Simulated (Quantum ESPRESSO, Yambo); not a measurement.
## G0W0 results for MgH$_{2}$

```
CELL_PARAMETERS angstrom
      4.86375     0.00000     0.00000
      0.00000     4.64601     0.00000
      0.00000     0.00000     4.73867
ATOMIC_POSITIONS crystal
  H  0.24279 0.55397 0.02882
  H  0.75721 0.44603 0.52882
  H  0.25721 0.55397 0.52882
  H  0.74279 0.44603 0.02882
  H  0.37978 0.09363 0.36114
  H  0.62022 0.90637 0.86114
  H  0.12022 0.09363 0.86114
  H  0.87978 0.90637 0.36114
  Mg 0.97039 0.73607 0.74844
  Mg 0.02961 0.26393 0.24844
  Mg 0.52961 0.73607 0.24844
  Mg 0.47039 0.26393 0.74844
```

The geometry is that of Materials Project entry mp-569051, symmetrised and not relaxed again.

Starting point: PBEsol (pw.x of Quantum ESPRESSO, ONCV potentials, without SOC). G0W0 in Yambo: 2×2×2 Γ-centred k mesh, bands 17 to 159 and a 7 Ry block in the screening, 159 bands in G with the Bruneval-Gonze terminator, plasmon pole fitted at 27.2 eV.

| Quantity | Value |
|---|---|
| PBEsol gap along the band path | 2.07 eV |
| PBEsol gap between the mesh's edge points (Γ → (0, -0.5, 0)) | 2.08 eV |
| G0W0 gap between the same points | 3.76 eV |
| PBEsol smallest direct gap on the mesh (at (0, -0.5, 0)) | 2.10 eV |
| G0W0 direct gap at that point | 3.80 eV |

```csv
k point,band,E PBEsol (eV),E QP (eV),shift (eV),Z
Γ,VB,0.00,-1.02,-1.02,0.78
Γ,CB,2.94,3.55,0.60,0.81
"(0, 0, -0.5)",VB,-1.29,-2.29,-1.00,0.78
"(0, 0, -0.5)",CB,2.69,3.45,0.77,0.81
"(0, -0.5, 0)",VB,-0.02,-1.06,-1.03,0.78
"(0, -0.5, 0)",CB,2.08,2.74,0.66,0.81
"(0, -0.5, -0.5)",VB,-1.54,-2.59,-1.05,0.77
"(0, -0.5, -0.5)",CB,3.49,4.27,0.77,0.81
"(-0.5, 0, -0.5)",VB,-1.58,-2.64,-1.06,0.77
"(-0.5, 0, -0.5)",CB,4.04,4.79,0.76,0.81
"(-0.5, -0.5, 0)",VB,-1.44,-2.49,-1.05,0.77
"(-0.5, -0.5, 0)",CB,3.72,4.46,0.74,0.81
"(-0.5, -0.5, -0.5)",VB,-3.70,-4.73,-1.03,0.76
"(-0.5, -0.5, -0.5)",CB,6.48,7.18,0.70,0.79
```

Energies count from the PBEsol valence-band maximum.

Nearest settings tried, and what they do to the gap: 105 bands in W, 105 bands in G: -24 meV; 6 Ry block (183 vectors against 251): -61 meV. Not varied: mesh. So the settings aren't converged at that level. The k mesh is coarse.

The structure is a Materials Project entry; no match was found in the copy of COD used, and its stability was not checked.
